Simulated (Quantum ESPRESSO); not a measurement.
# Strain and stress in Mg7S6ClF

These are calculations, not measurements. They come from pw.x of Quantum ESPRESSO 7.5, a plane-wave density functional program, with PseudoDojo standard norm-conserving files (v0.5 for PBE, v0.4.1 for LDA and PBEsol). The cells are made up: elements, strain and atom displacements were drawn at random, and nothing was relaxed. There is no spin polarisation, spin-orbit coupling or dispersion term.

The cell has 16 sites of a zincblende or diamond lattice (two cubes along c). Sites 1 to 8 hold empty Mg Mg Mg Mg Mg Mg Mg; sites 9 to 16 hold S Cl S S S F S S. Cell vectors in Å: (5.913, 0.000, 0.000); (0.000, 5.913, 0.000); (0.000, 0.000, 11.827). Settings: PBE, cutoff 1143 eV, 4 x 4 x 2 k mesh shifted by half a step, Fermi-Dirac smearing of 0.025 eV.

Each run adds the same linear strain along x, y and z to one cell, with the atoms carried along; the vectors above are those of run 5. Stress is positive in tension and P is minus a third of its trace. E is the free energy for each atom above the lowest run shown. The last column is band 61 less band 60 at Gamma, from a band step after each run.

```
run,strain (%),s_xx (GPa),s_yy (GPa),s_zz (GPa),s_xy (GPa),P (GPa),E (meV/atom),level step at Gamma (eV)
1,-2.13,1.36,1.76,2.33,0.16,-1.82,0.00,0.982
3,-1.48,2.14,2.51,3.07,0.11,-2.57,6.88,0.938
4,-1.01,2.66,3.01,3.56,0.07,-3.07,13.35,0.906
5,0.98,4.49,4.77,5.29,-0.07,-4.85,53.22,0.775
6,1.20,4.66,4.93,5.45,-0.09,-5.01,58.80,0.760
7,2.01,5.24,5.48,5.99,-0.13,-5.57,80.95,0.710
2,-1.90,?,?,?,?,?,?,?
```

A rerun of one of these cells at 1437 eV and k mesh 6 x 6 x 4 moved values by no more than 0.004 eV in the cell's energy, 0.02 GPa in stress and 0.010 eV/Å in force.

## Worked fit

A parabola through the six runs shown gives P = -4.04 - 0.90 e + 0.068 e² GPa, with e in per cent and a scatter of 0.01 GPa. A linear strain of 1 % changes the volume by about 3 %, so the bulk modulus of this cell with clamped atoms is about 30 ± 1 GPa at e = 0. The error is the larger of the fit's own and the change that a cubic makes, rounded up.

## Withheld run

Question: what P should run 2 give?

The fit gives -2.08 GPa. The calculation gave -2.09 GPa.

```
run,strain (%),s_xx (GPa),s_yy (GPa),s_zz (GPa),s_xy (GPa),P (GPa),E (meV/atom),level step at Gamma (eV)
2,-1.90,1.65,2.04,2.60,0.14,-2.09,2.14,0.967
```